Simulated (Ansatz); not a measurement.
A geometry of Ru away from equilibrium: step 3 of the relaxation of a relaxed Ru cell displaced along its unstable phonon at q = (½, ½, 0) of its primitive reciprocal cell (84i cm⁻¹), largest move 0.15 Å. Level of theory: PBEsol (plane waves to 420 eV, PAW, scalar-relativistic; Ansatz, a quantum-chemistry and plane-wave program). Γ-centred k-mesh 13×13×13 on the run's cell (coarser than for final values), Fermi–Dirac smearing 0.05 eV.

```xyz
2
Lattice="4.9035 0.0000 0.0000 2.4518 2.4518 0.0000 0.0000 0.0000 2.4922" Properties=species:S:1:pos:R:3:forces:R:3 pbc="T T T" free_energy=-11630.719 pressure_GPa=0.6
Ru     0.0000     0.0000     0.2692    0.0000    0.0000    0.5941
Ru     2.4518     0.0000    -0.2692    0.0000    0.0000   -0.5941
```

Positions in Å, forces in eV/Å, free energy of the cell in eV (comparable only within this code, potentials and settings). Largest force: 0.59 eV/Å, on Ru1, Ru2 (atoms numbered as listed); the geometry lies 0.57 eV/atom above the end of its relaxation.

No spin polarisation in the result. A magnetic state may lie lower.

The run could not lose the symmetry of its start: the end is stationary, and may be a saddle point rather than a minimum.

The end of the path is a generated cell of Ru: the first start was made by placing the elements on the sites of a structure type, and the end was not matched to a known phase here, so it may be hypothetical. Known forms of Ru include space group No. 194.
